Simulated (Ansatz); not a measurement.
# NaMo₃Se₃, first-principles data

NaMo₃Se₃:
```
CELL_PARAMETERS angstrom
      8.78192     0.00000     0.00000
     -4.39096     7.60537     0.00000
      0.00000     0.00000     4.48250
ATOMIC_POSITIONS crystal
  Na 0.33333 0.66667 0.25000
  Na 0.66667 0.33333 0.75000
  Mo 0.14640 0.19121 0.25000
  Mo 0.85360 0.80879 0.75000
  Mo 0.95519 0.14640 0.75000
  Mo 0.04481 0.85360 0.25000
  Mo 0.80879 0.95519 0.25000
  Mo 0.19121 0.04481 0.75000
  Se 0.91087 0.29271 0.25000
  Se 0.08913 0.70729 0.75000
  Se 0.61817 0.91087 0.75000
  Se 0.38183 0.08913 0.25000
  Se 0.70729 0.61817 0.25000
  Se 0.29271 0.38183 0.75000
```

Space group P6_3/m (No. 176); conventional cell a = b = 8.782 Å, c = 4.482 Å, α = β = 90.00°, γ = 120.00°.

Method: plane-wave PAW r²SCAN (Ansatz code). Geometry: relaxed at this level of theory. Other levels are named where they apply.

**Cell and energy**

```
Quantity                                                         Value
-----------------------------------------------------  ---------------
Volume per atom                                               21.38 Å³
Density                                                     6.08 g/cm³
Formation energy from the elements (no fitted shifts)  -73 kJ/mol-atom
```

**Electronic structure**

```
Property                                                                    Result
------------------------------------  --------------------------------------------
Electronic character                                             metallic (no gap)
Density of states at the Fermi level  0.04 states/eV per atom (mean over ±0.08 eV)
Gap with spin–orbit coupling                                       none (metallic)
```

**Mechanics**

```
Quantity                               Value
----------------------------------  --------
Bulk modulus (Birch–Murnaghan fit)  30.1 GPa
Pressure derivative B′                   8.1
```

**Charges**

```
Property                               Result
-------------  ------------------------------
Bader charges  Na +0.89, Mo +0.64, Se -0.93 e
```

The workflow started from a Materials Project entry (that database holds measured and hypothetical structures alike); the Crystallography Open Database copy checked does not list it. Whether it is the stable phase at ambient conditions was not checked. The cell was relaxed with r²SCAN under the symmetry of its start; whether a distortion lowers the energy is not shown. The run is not spin-polarised. A small band overlap can be real or an error of a semilocal functional. The references are the lowest solids computed at this level, not always the standard phases. Scalar-relativistic: spin–orbit coupling is off unless named, which matters more the heavier the elements.

Potentials: the later of the program's two PAW sets.
